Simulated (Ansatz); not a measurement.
**HfC: computed property card**

HfC:
```xyz
2
Lattice="2.8685 0.0000 0.0000 0.0000 2.8685 0.0000 0.0000 0.0000 2.8685" Properties=species:S:1:pos:R:3 pbc="T T T"
Hf     0.0000     0.0000     0.0000
C      1.4343     1.4343     1.4343
```

Space group Pm-3m (No. 221), CsCl type; conventional cell a = 2.869 Å, b = 2.869 Å, c = 2.869 Å, α = 90.00°, β = 90.00°, γ = 90.00°.

Method: PBEsol (plane waves, PAW; program Ansatz). Structure relaxed to zero pressure with the same functional. Other levels are named where they apply.

**Cell and energy**

```
Item                                                          Value
-----------------------------------------------------  ------------
Volume per atom                                            11.80 Å³
Density                                                 13.40 g/cm³
Formation energy from the elements (no fitted shifts)  0.35 eV/atom
```

**Electronic structure**

```
Quantity                                                                    Value
------------------------------------  -------------------------------------------
Electronic character                                            metallic (no gap)
Density of states at the Fermi level  1.0 states/eV per atom (mean over ±0.08 eV)
Gap with spin–orbit coupling                                      none (metallic)
```

**Mechanics**

```
Item                                                                   Result
-------------------------------------  --------------------------------------
Bulk modulus (Birch–Murnaghan fit)                                    220 GPa
Pressure derivative B′                                                    4.1
Elastic constants (relaxed ions, GPa)        C11 = 181, C12 = 238, C44 = -241
Mechanical stability                   unstable (C has a negative eigenvalue)
```

**Phonons**

```
Item                                            Value
-----------------------------  ----------------------
Highest zone-centre frequency                19.2 meV
Zone-centre stability          no imaginary mode at Γ
```

The cell is a constructed one: a structure type filled with these elements; neither database checked (COD, Materials Project) lists it. It is not the phase usual at ambient conditions (space group No. 225). Symmetry was held in the PBEsol relaxation. The run is not spin-polarised. As this level gives no gap, shear constants depend on the k-mesh and smearing (Fermi–Dirac, 0.1 eV here). As this level gives no gap, phonon frequencies hold no LO–TO term and depend on the k-mesh and smearing (Fermi–Dirac, 0.1 eV here). The references are the lowest solids computed at this level, not always the standard phases. Spin–orbit coupling is left out wherever it is not named.

Potentials: the later of the program's two PAW sets.
